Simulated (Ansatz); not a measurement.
InIr₃N (anti-perovskite, Pm-3m) at seven volumes, plane-wave PAW PBE (Ansatz code), scaled uniformly. One row is withheld.

| V (Å³/atom) | P (GPa) |
|---|---|
| 13.106 | 28.28 |
| 13.538 | 17.12 |
| 13.970 | 7.80 |
| 14.402 | 0.00 |
| 14.834 | -6.51 |
| 15.266 | -11.94 |
| 15.698 | ? |

**Question.** Fit the shown pressures and predict the withheld one.

**Answer.** Third-order Birch–Murnaghan: P = (3/2)B₀(x^(7/2) − x^(5/2))[1 + (3/4)(B′ − 4)(x − 1)] with x = (V₀/V)^(2/3). Least squares on the six rows gives V₀ = 14.402 Å³/atom, B₀ = 237.0 GPa, B′ = 4.97. At V = 15.698, x = 0.9442 and P = -16.49 GPa. The run itself gave -16.45 GPa.

The start of the workflow was typed in or built on a structure type; neither database checked (COD, Materials Project) lists it. Whether it is the stable phase at ambient conditions was not checked. The PBE relaxation kept the symmetry of its start; whether a distortion lowers the energy is not shown. The workflow began spin-polarised and lost its moments. The volume moved by 16 % from the start of the relaxation. Its formation energy is positive at this level, so the cell may be metastable or incomplete. Spin–orbit coupling is left out wherever it is not named.

Potentials: the earlier of the program's two PAW sets.
